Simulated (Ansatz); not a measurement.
## Pd, dhcp: geometry optimisation

These are results of DFT, PBEsol, plane waves (420 eV) with PAW, scalar-relativistic (Ansatz), not measurements. (PAW data from PBE, frozen cores regenerated.)

k-point mesh 13×13×4, Fermi-Dirac smearing 0.05 eV, starting moments 0.50 ×2, -0.50 ×2 μB. Cell and atoms relax.

Starting structure:

```yaml
crystal:
  lattice:
    - [2.7505001182, 0.0, 0.0]
    - [-1.3752500591, 2.3820029755, 0.0]
    - [0.0, 0.0, 8.9831333861]
  atoms:
    - { symbol: Pd, position: [0.0, 0.0, 0.0], spin: 0.5 }
    - { symbol: Pd, position: [0.0, 0.0, 0.5], spin: 0.5 }
    - { symbol: Pd, position: [0.3333333333, 0.6666666667, 0.25], spin: -0.5 }
    - { symbol: Pd, position: [0.6666666667, 0.3333333333, 0.75], spin: -0.5 }
hamiltonian:
  xc: pbesol
  pseudopotentials:
    kind: paw
    azcp:
      Pd: "pseudopotentials/Pd.paw.azcp"
basis:
  ecutwfc: 420
  fft_grid_basis: typed
kpoints:
  mp_grid: { grid: [13, 13, 4], shift: [0, 0, 0] }
magnetization:
  spin_polarized: true
scf:
  occupations: { method: fermi_dirac, width: 0.05 }
relax:
  max_steps: 60
  f_tol: 0.01
  cell: {}
```

Problem. The pressure at the start is -1.8 GPa. By how much does the volume change?

Solution. From 14.71 to 14.58 Å³ per atom, -0.9 %. The final cell has a = 2.732 Å, c = 9.028 Å (c/a = 3.305).

Problem. How much energy does the relaxation gain?

Solution. 1.4 meV per atom.

Path of the relaxation (the plane waves are chosen anew near the end, which can shift the energy a little):

| step | E − E(final) (meV/atom) | V (Å³/atom) | P (GPa) | max force (eV/Å) |
| --- | --- | --- | --- | --- |
| 0 | 1.35 | 14.714 | -1.75 | 0.000 |
| 1 | 0.53 | 14.470 | 1.61 | 0.000 |
| 2 | 0.00 | 14.575 | 0.11 | 0.000 |
| 3 | -0.03 | 14.583 | 0.00 | 0.000 |
| 4 | -0.04 | 14.584 | 0.00 | 0.000 |
| 5 | 0.00 | 14.584 | 0.00 | 0.000 |

Problem. Which magnetic state does it end in?

Solution. non-magnetic.
